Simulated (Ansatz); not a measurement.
Relaxed-ion elastic tensor of SiC (zinc blende, F-43m) in GPa (Voigt order), PBEsol (plane waves, PAW; program Ansatz); density 3.22 g/cm³, 10.34 Å³ per atom.

```
390  138  138  0.0  0.0  0.0
138  390  138  0.0  0.0  0.0
138  138  390  0.0  0.0  0.0
0.0  0.0  0.0  243  0.0  0.0
0.0  0.0  0.0  0.0  243  0.0
0.0  0.0  0.0  0.0  0.0  243
```

Question: Is the crystal mechanically stable?

Answer: Yes: the smallest eigenvalue of C is 243 GPa.

Question: Work out the Voigt, Reuss and Hill averages.

Answer: K_V = 222, K_R = 222, K_H = 222; G_V = 196, G_R = 177, G_H = 187 GPa.

Question: Give Young's modulus, Poisson's ratio, Pugh's ratio and the universal anisotropy index.

Answer: E = 9KG/(3K + G) = 437 GPa; ν = 0.17; K/G = 1.19 (brittle by the Pugh limit of 1.75); A_U = 5G_V/G_R + K_V/K_R − 6 = 0.53.

Question: Estimate the sound speeds and the Debye temperature.

Answer: v_l = √((K + 4G/3)/ρ) = 12100 m/s, v_t = √(G/ρ) = 7620 m/s, mean 8380 m/s; Θ = (h/k)(3n/4πV)^(1/3) v_m = 1150 K.

Question: Give the Zener ratio and Young's modulus along [100], [110] and [111].

Answer: A = 2C44/(C11 − C12) = 1.93; 1/E = S11 − 2(S11 − S12 − S44/2)Γ with Γ = 0, 1/4, 1/3 gives 318, 456, 534 GPa.

The PBEsol relaxation kept the symmetry of its start.

Potentials: the later of the program's two PAW sets.
